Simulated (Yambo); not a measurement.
Quantum ESPRESSO input (PBEsol, PseudoDojo standard norm-conserving files, scalar-relativistic) whose wavefunctions are converted with p2y:

```
&CONTROL
  calculation = 'nscf'
  pseudo_dir = './pseudo'
  outdir = './out'
/
&SYSTEM
  ibrav = 0
  nat = 2
  ntyp = 2
  ecutwfc = 82.3
  ecutrho = 329.2
  occupations = 'fixed'
  force_symmorphic = .true.
  nbnd = 107
  assume_isolated = '2D'
/
&ELECTRONS
  conv_thr = 2e-09
  diago_full_acc = .true.
  diago_thr_init = 1e-08
/
ATOMIC_SPECIES
Ge 72.6300 Ge.upf
Te 127.6000 Te.upf
CELL_PARAMETERS angstrom
  3.878917710912   0.000000000000   0.000000000000
 -1.939458855456   3.359241276839   0.000000000000
  0.000000000000   0.000000000000  14.400000000000
ATOMIC_POSITIONS crystal
Ge   0.333333333000   0.666666667000   0.053900977600
Te  -0.000000000000   0.000000000333  -0.053900977600
K_POINTS automatic
3 3 1 0 0 0
```

Yambo's initialisation report on symmetry, reciprocal space, the k grid and the gaps on this mesh:

```
  [02.02] Symmetries
  ==================

  Inversion symmetry    : yes
  Spatial inversion     : no
  Inversion index       :   7
  K-space Time-reversal : yes
  Magnetic symmetries   : no
  Time-reversal derived K-space symmetries:   7  12
  Group table correct   : yes
  Symmetries units      :  [cc]

  [02.03] Reciprocal space
  ========================

  nG shells         :   5723
  nG charge         :  127729
  nG WFs            :  19013
  nC WFs            :  16039
  G-vecs. in first 80 shells:  [ Number ]
     1    3    5    7    9   15   27   39   41
    53   65   67   79   81   93   99  111  123
   125  137  149  161  167  179  191  203  205
   217  229  241  253  265  277  279  291  303
    315   327   329   341   353   377   401   413   425
    449   461   463   487   511   523   535   547   571
    577   589   591   603   615   627   639   663   675
    687   699   723   735   737   749   761   785   797
    809   821   827   839   851   863   865   889
  ...
  Shell energy in first 80 shells:  [ mHa ]
     0.0000   26.6567  106.6270  239.9107  426.5078  489.8348  516.4915  596.4617  666.4185
    729.745      916.343      959.643      1156.25      1306.18      1449.48      1469.50      1496.16      1576.13
    1706.03      1709.41      1796.01      1896.01      1959.34      1986.00      2065.97      2135.92      2159.20
    2195.87      2199.25      2385.85      2429.15      2625.76      2649.03      2665.67      2775.68      2918.98
    3155.51      3175.54      3225.47      3265.52      3428.84      3455.50      3535.47      3628.70      3665.37
    3668.75      3715.30      3838.57      3855.35      4095.26      4118.53      4135.18      4328.41      4388.49
    4408.51      4435.17      4504.99      4515.14      4625.01      4648.42      4694.97      4735.02      4835.02
    4994.82      5074.93      5134.87      5184.80      5224.72      5308.07      5368.16      5588.04      5714.56
    5714.69      5797.91      5878.02      5904.67      5974.49      5984.64      5997.77      6094.52
  ...

  [02.04] K-grid lattice
  ======================

  Compatible Grid is   : 2D
  Base K vectors       :  K_min[ 1 ]  K_min[ 2 ]  K_min[ 3 ]
  K_min[ 1 ] :  0.27204E-16 -0.33333       0.0000     [rlu]
  K_min[ 2 ] : -0.33333      0.17264E-13   0.0000     [rlu]
  Grid dimensions      :  3  3
  K lattice UC volume  :  0.021766 [a.u.]

  IBZ K-points                                      :  3
  BZ  K-points                                      :   9

  K/Q-points units:
  rlu = crystal or reduced units; cc = cartesian coordinates; iku = interal k-units

  K [1]          [rlu]:  0.000000  0.000000  0.000000
         WF components:  16039
  K [2]          [rlu]:  0.000000  0.333333  0.000000
         WF components:  15942
  K [3]          [rlu]:  0.333333  0.333333  0.000000
         WF components:  16014

  [02.05] Energies & Occupations
  ==============================

  [X] === General ===
  [X] Electronic Temperature                        :  0.000000  0.000000 [eV K]
  [X] Bosonic    Temperature                        :  0.000000  0.000000 [eV K]
  [X] Finite Temperature mode                       : no
  [X] El. density                                   :  0.15988E+24 [cm-3]
  [X] Fermi Level                                   : -5.212371 [eV]

  [X] === Gaps and Widths ===
  [X] Conduction Band Min                           :  1.677772 [eV]
  [X] Valence Band Max                              :  0.000000 [eV]
  [X] Filled Bands                                  :  15
  [X] Empty Bands                                   :   16  107
  [X] Direct Gap                                    :  2.063118 [eV]
  [X] Direct Gap localized at k                     :  1
  [X] Indirect Gap                                  :  1.677772 [eV]
  [X] Indirect Gap between kpts                     :  1  2
  [X] Last valence band width                       :  1.450116 [eV]
  [X] 1st conduction band width                     :  0.385345 [eV]
```
The gaps are PBEsol values on this mesh alone; only operations without fractional translations are kept.

Spin-orbit coupling is not included.

Geometry relaxed with PBEsol.
